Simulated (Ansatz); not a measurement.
**Structures of Cu₂Ru: which is lowest?**

Plane-wave DFT in Ansatz with scalar-relativistic PAW potentials, cutoff 420 eV, Γ-centred meshes chosen by cell and gap, Gaussian smearing with energies taken to zero width. Every cell was relaxed (cell and atoms) in a run of its own, within the symmetry of its start. Functional: PBE.

Relaxed structures (starts from databases or built by putting these elements on another compound's sites):
A. P4/nmm, 6 atoms in the computed cell, a = 3.278 Å, c = 7.595 Å; sites (symmetry × multiplicity) Cu -4m2 × 2 + 4mm × 2, Ru 4mm × 2; start: built
B. P6/mmm, 3 atoms in the computed cell, a = 4.244 Å, c = 2.455 Å; sites (symmetry × multiplicity) Cu -6m2 × 2, Ru 6/mmm × 1; start: built

Q: Rank them by energy. Could pressure change the order?

A:
| structure | group | E − E(lowest) (meV/atom) | V (Å³/atom) | gap on mesh (eV) |
| --- | --- | --- | --- | --- |
| B | P6/mmm | 0.0 | 12.77 | 0.00 |
| A | P4/nmm | 186 | 13.60 | 0.00 |

B is lowest, 186 meV/atom under A. The lowest is also the densest of these, so pressure wouldn't bring one of the others in at first order. Other structures may lie lower than all of these, and vibrations aren't counted.